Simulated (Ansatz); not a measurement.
## Does this entry for Si3Mo5 lie near equilibrium?

The cell is an entry of the Crystallography Open Database (COD), taken as it stands.

Space group I4/mcm (No. 140); a = 9.6200, c = 4.9000 Å.

| site | Wyckoff | site symmetry | x | y | z |
| --- | --- | --- | --- | --- | --- |
| Si1 | 4a | 422 | 0.0000 | 0.0000 | 0.2500 |
| Si3 | 8h | m.2m | 0.6700 | 0.1700 | 0.5000 |
| Mo7 | 4b | -42m | 0.5000 | 0.0000 | 0.7500 |
| Mo9 | 16k | m.. | 0.0740 | 0.2230 | 0.0000 |

One atom of each set is listed; the run and its k-mesh use a cell of 16 atoms with edges of 7.23, 7.23, 7.23 Å.

Method: Kohn–Sham DFT in Ansatz, PBE, plane waves and PAW (field gradients read without the response of the frozen cores, which leaves them typically 4 to 6 % off), scalar-relativistic, 420 eV cutoff, Γ-centred 7×7×7 k-points, Fermi–Dirac smearing 0.05 eV.

(1) Do the atoms and the cell lie near the calculated equilibrium?

Answers

(1) Nearly. The largest force is 0.35 eV/Å, on atom 12 (Mo: 6 Si at 2.51–2.81 Å, 9 Mo at 2.76–3.20 Å), and the pressure is 4.2 GPa. Relaxing the atoms is still advisable, since electric field gradients respond to shifts of a few hundredths of an ångström.
